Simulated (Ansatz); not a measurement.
Relaxed-ion elastic tensor of BaHfO$_{3}$ (cubic perovskite, Pm-3m) in GPa (Voigt order), r²SCAN (plane waves, PAW; program Ansatz); density 8.29 g/cm³, 14.58 Å³ per atom.

```
 340  86.5  86.5   0.0   0.0   0.0
86.5   340  86.5   0.0   0.0   0.0
86.5  86.5   340   0.0   0.0   0.0
 0.0   0.0   0.0  99.0   0.0   0.0
 0.0   0.0   0.0   0.0  99.0   0.0
 0.0   0.0   0.0   0.0   0.0  99.0
```

### Question
Is the crystal mechanically stable?

### Answer
Yes: the smallest eigenvalue of C is 99.0 GPa.

### Question
Work out the Voigt, Reuss and Hill averages.

### Answer
K_V = 171, K_R = 171, K_H = 171; G_V = 110, G_R = 109, G_H = 109 GPa.

### Question
Give Young's modulus, Poisson's ratio, Pugh's ratio and the universal anisotropy index.

### Answer
E = 9KG/(3K + G) = 270 GPa; ν = 0.24; K/G = 1.56 (brittle by the Pugh limit of 1.75); A_U = 5G_V/G_R + K_V/K_R − 6 = 0.07.

### Question
Estimate the sound speeds and the Debye temperature.

### Answer
v_l = √((K + 4G/3)/ρ) = 6180 m/s, v_t = √(G/ρ) = 3630 m/s, mean 4030 m/s; Θ = (h/k)(3n/4πV)^(1/3) v_m = 491 K.

### Question
Give the Zener ratio and Young's modulus along [100], [110] and [111].

### Answer
A = 2C44/(C11 − C12) = 0.78; 1/E = S11 − 2(S11 − S12 − S44/2)Γ with Γ = 0, 1/4, 1/3 gives 305, 261, 249 GPa.

Symmetry was held in the r²SCAN relaxation; phonons on a q-mesh show no instability. The run is not spin-polarised. Scalar-relativistic: spin–orbit coupling is off unless named, which matters more the heavier the elements.

Potentials: the later of the program's two PAW sets.
